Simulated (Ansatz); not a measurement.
GaAsPd5:
```
GaAsPd5
1.0
    3.95842     0.00000     0.00000
    0.00000     3.95842     0.00000
    0.00000     0.00000     6.88259
Ga As Pd
1 1 5
Direct
  0.50000   0.50000   0.00000
  0.00000   0.00000   0.50000
  0.00000   0.50000   0.27855
  0.00000   0.50000   0.72145
  0.50000   0.00000   0.27855
  0.50000   0.00000   0.72145
  0.00000   0.00000   0.00000
```

Relaxed with r²SCAN. Special points in fractions of this cell's reciprocal vectors: Γ (0.000, 0.000, 0.000); X (0.000, 0.500, 0.000); M (0.500, 0.500, 0.000); Z (0.000, 0.000, 0.500); R (0.000, 0.500, 0.500); A (0.500, 0.500, 0.500).

Question: List the band energies nearest the Fermi level at these points for r²SCAN (plane waves, PAW; program Ansatz).

Answer: In eV from the Fermi level; about four levels below and three above (degenerate sets whole), none deeper than 8.9 eV; points with the same levels are listed once.

| k | below | above |
|---|---|---|
| Γ | -0.61 -0.59 -0.42 -0.42 | 2.10 2.81 4.47 4.47 |
| X | -1.96 -1.00 -0.99 -0.92 | 0.10 0.87 2.07 |
| M | -1.46 -1.02 -1.00 -1.00 | 0.54 0.59 0.59 |
| Z | -1.48 -0.90 -0.60 -0.59 | 0.33 1.90 1.90 |
| R | -1.86 -1.85 -1.54 -1.12 | 2.18 2.56 2.78 |
| A | -1.81 -1.17 -1.17 -0.53 | 0.18 0.18 0.38 0.38 |

Space group P4/mmm. The first step of the workflow began from a Materials Project structure, measured or hypothetical; the Crystallography Open Database copy checked does not list it. Its standing as an ambient phase is unchecked. The cell was relaxed with r²SCAN under the symmetry of its start; whether a distortion lowers the energy is not shown. No spin polarisation was allowed. Spin–orbit coupling is left out wherever it is not named.

Potentials: the later of the program's two PAW sets.
